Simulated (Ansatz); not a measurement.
Computed with PBE (plane waves to 420 eV, PAW, scalar-relativistic; Ansatz, a quantum-chemistry and plane-wave program). Harmonic phonons (DFPT) of each relaxed crystal were computed at Γ and up to three half-step zone-boundary points.

Task: Exactly one of them has no imaginary mode there. Which?
A) BAs (zinc blende), a = b = c = 4.809 Å, α = β = γ = 90.00°
B) CsPbCl$_{3}$ (cubic perovskite), a = b = c = 5.736 Å, α = β = γ = 90.00°
C) HfO$_{2}$ (tetragonal-ZrO2 type, space group P4_2/nmc), a = b = 3.604 Å, c = 5.264 Å, α = β = γ = 90.00°

Result: A, BAs (zinc blende), a = b = c = 4.809 Å, α = β = γ = 90.00°. Lowest modes: BAs 139 cm⁻¹ at L = (0.5, 0.0, 0.0); CsPbCl3 44i cm⁻¹ at R = (0.5, 0.5, 0.5); HfO2 21i cm⁻¹ at Z = (0.0, 0.0, 0.5)

All were relaxed with their symmetry unable to fall. HfO2 is run without spin polarisation. Spin-orbit coupling is left out. This is a high-temperature form of CsPbCl3. This is a high-temperature form of HfO2.
